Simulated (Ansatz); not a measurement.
**Al2Ga3Sb5 (I-4m2) at 3 levels of theory**

One geometry, relaxed with PBE; plane waves with PAW potentials in Ansatz, scalar-relativistic. No spin polarisation. Gaps are the least over mesh and band path; pressure is positive in compression.

```cif
data_structure
_symmetry_space_group_name_H-M 'I-4m2'
_symmetry_Int_Tables_number 119
_cell_length_a 4.3982
_cell_length_b 4.3982
_cell_length_c 31.0846
_cell_angle_alpha 90.000
_cell_angle_beta 90.000
_cell_angle_gamma 90.000
_cell_volume 601.32
loop_
_atom_site_label
_atom_site_type_symbol
_atom_site_symmetry_multiplicity
_atom_site_Wyckoff_symbol
_atom_site_fract_x
_atom_site_fract_y
_atom_site_fract_z
_atom_site_occupancy
Al1 Al 4 f 0.00000 0.50000 0.35005 1
Ga1 Ga 2 d 0.50000 0.00000 0.25000 1
Ga2 Ga 4 f 0.50000 0.00000 0.45017 1
Sb1 Sb 4 e 0.50000 0.50000 0.20001 1
Sb2 Sb 4 e 0.50000 0.50000 0.40012 1
Sb3 Sb 2 b 0.50000 0.50000 0.00000 1
```

| level | cutoff (eV) | k mesh | gap (eV) | pressure (GPa) |
| --- | --- | --- | --- | --- |
| PBE | 420 | 12×12×12 | 0.24 | 0.0 |

What comes out on the same cell with r2SCAN, LDA?

| level | cutoff (eV) | k mesh | gap (eV) | pressure (GPa) |
| --- | --- | --- | --- | --- |
| r2SCAN | 500 | 12×12×12 | 0.64 | -1.6 |
| LDA | 420 | 12×12×12 | 0.06 | -3.4 |

Spin-orbit coupling matters for the bands of heavy elements and is left out.

The cell was found from a structure generator's guess, not taken from experiment.
